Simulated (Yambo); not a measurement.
Yambo run on Cs₂ScAgCl₆ (space group Fm-3m, No. 225). The wavefunctions come from this Quantum ESPRESSO step (LDA, PseudoDojo standard norm-conserving files, scalar-relativistic):

```
&CONTROL
  calculation = 'nscf'
  pseudo_dir = './pseudo'
  outdir = './out'
/
&SYSTEM
  ibrav = 0
  nat = 10
  ntyp = 4
  ecutwfc = 86.0
  ecutrho = 344.0
  occupations = 'fixed'
  force_symmorphic = .true.
  nbnd = 316
/
&ELECTRONS
  conv_thr = 1e-08
  diago_full_acc = .true.
  diago_thr_init = 1e-08
/
ATOMIC_SPECIES
Cl 35.4500 Cl.upf
Sc 44.9559 Sc.upf
Ag 107.8682 Ag.upf
Cs 132.9055 Cs.upf
CELL_PARAMETERS angstrom
  0.000000000000   5.300765000000   5.300765000000
  5.300765000000   0.000000000000   5.300765000000
  5.300765000000   5.300765000000   0.000000000000
ATOMIC_POSITIONS crystal
Cl   0.763050000000   0.236950000000   0.236950000000
Cl   0.236950000000   0.763050000000   0.763050000000
Cl   0.236950000000   0.763050000000   0.236950000000
Cl   0.763050000000   0.236950000000   0.763050000000
Cl   0.236950000000   0.236950000000   0.763050000000
Cl   0.763050000000   0.763050000000   0.236950000000
Sc   0.000000000000   0.000000000000   0.000000000000
Ag   0.500000000000   0.500000000000   0.500000000000
Cs   0.750000000000   0.750000000000   0.750000000000
Cs   0.250000000000   0.250000000000   0.250000000000
K_POINTS automatic
2 2 2 0 0 0
```

Yambo input:

```
rim_cut
gw0
dyson
el_el_corr
HF_and_locXC
ppa
em1d
RandQpts= 1000000
RandGvec= 1 Ry
EXXRLvcs= 86 Ry
VXCRLvcs= 344 Ry
Chimod= "HARTREE"
% BndsRnXp
 6 | 315 |
%
NGsBlkXp= 6 Ry
% LongDrXp
 1.0 | 1.0 | 1.0 |
%
PPAPntXp= 27.2114 eV
% GbndRnge
 1 | 315 |
%
GTermKind= "BG"
DysSolver= "n"
ExtendOut
% QPkrange
 1 | 1 | 45 | 46 |
 2 | 2 | 45 | 46 |
 3 | 3 | 45 | 46 |
%
```

k points by index: 1 = Γ, 2 = L, 3 = X.

The o-*.qp file then holds:

```
#    K-point    Band    Eo [eV]    E [eV]    E-Eo [eV]    Vxc [eV]    Vnlxc [eV]    Sc|Eo [eV]    Sc|E [eV]    dSc/dw|Eo [eV]    Re(Z)    Im(Z)
#
    1    45    -0.476610    -1.592027    -1.115416    -21.43830    -26.55265    3.695099    3.998936    -7.411080    0.785942    -0.001734
    1    46    3.285318    5.001756    1.716438    -16.71863    -9.242969    -5.271959    -5.759222    -7.723545    0.778911    -0.002061
    2    45    0.000000    -1.250965    -1.250965    -19.78972    -24.80759    3.441245    3.766906    -7.082940    0.793463    -0.001576
    2    46    3.275844    5.009542    1.733698    -16.50697    -8.940702    -5.341998    -5.832565    -7.698512    0.779469    -0.002049
    3    45    -0.476883    -1.590918    -1.114035    -21.44879    -26.56687    3.700716    4.004052    -7.408077    0.786011    -0.001653
    3    46    3.138602    4.746784    1.608182    -14.94470    -8.831877    -4.125225    -4.504644    -6.419397    0.809119    -0.001413
```
(The two width columns are left out.) Convergence of these settings isn't established.

Spin-orbit coupling is not included.

Geometry of the Materials Project entry, not relaxed at this level.

The structure is a Materials Project entry; no match was found in the copy of COD used, and its stability was not checked.
